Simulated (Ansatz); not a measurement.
# Vibrations of LaGa (Cmcm) by finite displacements

```
La Ga
1.0
     2.23354   -5.69158    0.00000
     2.23354    5.69158    0.00000
     0.00000    0.00000    4.17615
La Ga
2 2
Cartesian
  2.2335 -4.0518 1.0440
  2.2335 4.0518 3.1321
  2.2335 -0.7587 1.0440
  2.2335 0.7587 3.1321
```

The conventional cell has a = 4.467 Å, b = 11.383 Å, c = 4.176 Å, α = 90.00°, β = 90.00°, γ = 90.00°. La (atom 1) has 7 Ga at 3.18 to 3.29 Å as nearest neighbours. Around Ga (atom 3) lie 2 Ga at 2.58 Å.

Unless marked otherwise, the numbers come from PBEsol, all-electron LAPW in Ansatz 0.2.0, scalar-relativistic. k mesh 8×8×8, Fermi-Dirac smearing of 0.080 eV, basis error target 0.5 meV/atom. The cell was relaxed by PAW under this functional, which moved its volume by -5 % from the database entry's. The structure is one entry of a database and needn't be the stable phase.

Atoms are displaced by 0.01 Å in the primitive cell, which gives the zone-centre modes alone. Negative values stand for unstable modes.

Q: Is the structure dynamically stable at these wave vectors?

A: Yes, no mode is unstable there; wave vectors off this mesh aren't tested.

Q: How do the optical zone-centre modes decompose, and which are active?

A: Point group mmm: Γ_opt = 2B3g + 2B1g + 2Ag + B1u + B2u + B3u.

```csv
label,THz,activity,mostly
B3g,2.10,Raman,La (93 %)
B1g,2.37,Raman,La (61 %)
Ag,2.68,Raman,La (97 %)
B1u,3.62,IR,Ga (67 %)
B2u,3.63,IR,Ga (67 %)
B1g,3.63,Raman,Ga (61 %)
B3u,4.07,IR,Ga (67 %)
Ag,5.10,Raman,Ga (97 %)
B3g,6.05,Raman,Ga (93 %)
```

In a metal the activity is that of symmetry alone; free carriers screen the infrared modes.

Q: How well do frozen-core PAW files reproduce these all-electron values?

A: With a cutoff of 420 eV and displacements of 0.0025 Å, the r.m.s. difference over the modes is 0.1 cm⁻¹; the largest difference is 89.4 (PAW) against 89.5 cm⁻¹ (LAPW).

Known limits: responses of metals move with mesh and smearing; zone-boundary modes aren't tested; the frozen-core PAW files of the compared runs were fitted under PBE, their cores solved anew for this functional.
